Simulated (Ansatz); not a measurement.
TiN, DFT, PBEsol, all-electron PAW with datasets made for the crystal, scalar-relativistic (Ansatz 0.2.0), run on 1 thread of Arm Neoverse V1 on a shared host.

The cell comes from COD entry 1011099, which wasn't checked; take it as a given geometry. It is an old determination, and later ones may differ.

Command: `ansatz run input.yaml --threads 1 --pin off --max-ram 3072MiB --backend cpu --events-out ev --progress --plain --runs-dir out`

```yaml
crystal:
  lattice:
    - [0.0, 2.122, 2.122]
    - [2.122, 0.0, 2.122]
    - [2.122, 2.122, 0.0]
  atoms:
    - { symbol: Ti, position: [0.0, 0.0, 0.0] }
    - { symbol: "N", position: [0.5, 0.5, 0.5] }
kpoints:
  mp_grid: { grid: [13, 13, 13] }
  band_path:
    path:
      - [0.0, 0.0, 0.0]
      - [0.5, 0.0, 0.5]
      - [0.625, 0.25, 0.625]
      - [0.375, 0.375, 0.75]
      - [0.0, 0.0, 0.0]
      - [0.5, 0.5, 0.5]
      - [0.5, 0.25, 0.75]
      - [0.5, 0.0, 0.5]
    npoints: 8
scf:
  occupations: { method: fermi_dirac, width: 0.05 }
hamiltonian:
  xc: pbesol
  pseudopotentials: { kind: all_electron, datasets: crystal }
output:
  forces: true
  stress: true
  eigenvalues: true
  efg: { contact_densities: true }
```

Problem. How large is the problem that the program sets up?

Solution. 84 irreducible k-points, 331 plane waves at Γ, 15 bands.

Problem. Estimate the wall time and the peak memory.

Solution. 13 s of wall time for 9 SCF iterations, with a peak of 0.46 GiB. Times on shared machines scatter by tens of per cent.

Problem. And the same cell and mesh by full-potential LAPW, asked for forces, stress, eigenvalues, populations, dos and the same band path, on the same hardware?

Solution. 24 s, peak memory 0.38 GiB.

Problem. And the same cell and mesh by PAW (frozen-core files), asked for forces, stress, eigenvalues, efg, populations, bader, dos, write_density, write_potential, elf and the same band path, on the same hardware?

Solution. 20 s, peak memory 0.36 GiB.
